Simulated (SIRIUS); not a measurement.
Set-up for a self-consistent single point of TiO2 (I4_1/amd, 6 atoms in the cell; from Materials Project mp-390, changed as shown).

```
TiO2
1.0
   -1.90380     1.90380     4.83935
    1.90380    -1.90380     4.83935
    1.90380     1.90380    -4.83935
Ti O
2 4
Direct
  0.00000   0.00000   0.00000
  0.75000   0.25000   0.50000
  0.95715   0.45715   0.50000
  0.20715   0.20715   0.00000
  0.79285   0.79285   0.00000
  0.54285   0.04285   0.50000
```

Computed with LDA (PW92), GBRV LDA ultrasoft pseudopotentials (plane waves; SIRIUS).

SIRIUS settings:

| key | value |
|---|---|
| parameters.ngridk | 8 8 8 |
| parameters.xc_functionals | [XC_LDA_X, XC_LDA_C_PW] |
| parameters.gk_cutoff | 6.325 1/bohr |
| parameters.pw_cutoff | 14.143 1/bohr |
| parameters.smearing | gaussian |
| parameters.smearing_width | 0.000734986 Ha |
| potentials | GBRV LDA ultrasoft pseudopotentials |
| parameters.electronic_structure_method | pseudopotential |
| parameters.num_bands | 29 |
| parameters.num_mag_dims | 0 |
| parameters.num_dft_iter | 100 |
| parameters.energy_tol | 1e-07 Ha |
| parameters.density_tol | 1e-06 |
| mixer.type | anderson |
| mixer.beta | 0.3 |
| mixer.use_hartree | true |

Results:

- Number of valence electrons: 48
- Number of bands: 29
- Number of k-points after the program's reduction: 59
- Number of plane waves (most at a k-point): 2041
- Number of SCF iterations: 21
- FFT grid: 50 × 50 × 50
- Free energy E − TS: -5012.9897 eV
- Gap on the k-point mesh: 2.03 eV
- Pressure: -11.57 GPa
- Largest force (vector length): 0.256 eV/Å

Forces (eV/Å):
| atom | Fx | Fy | Fz |
|---|---|---|---|
| Ti1 | 0.000 | 0.000 | 0.000 |
| Ti2 | 0.000 | 0.000 | 0.000 |
| O3 | 0.000 | 0.000 | -0.256 |
| O4 | 0.000 | 0.000 | -0.256 |
| O5 | 0.000 | 0.000 | 0.256 |
| O6 | 0.000 | 0.000 | 0.256 |

Stress (GPa, positive for compression):
```
-11.41    0.00    0.00
  0.00  -11.41    0.00
  0.00    0.00  -11.89
```

Gaps are taken between levels on the mesh.

For comparison: a first run was changed to give this one (volume scaled by 1.02), and from it to this one the free energy goes up by 13.8 meV/atom, the pressure goes from -7.71 to -11.57 GPa, the largest force goes from 0.152 to 0.256 eV/Å and the gap on the mesh goes from 2.078 to 2.033 eV.

The structure comes from a collection of computed structures, made at another level of theory; the collection holds predicted forms beside known ones.

Cost on one core: very roughly 4 core-minutes.
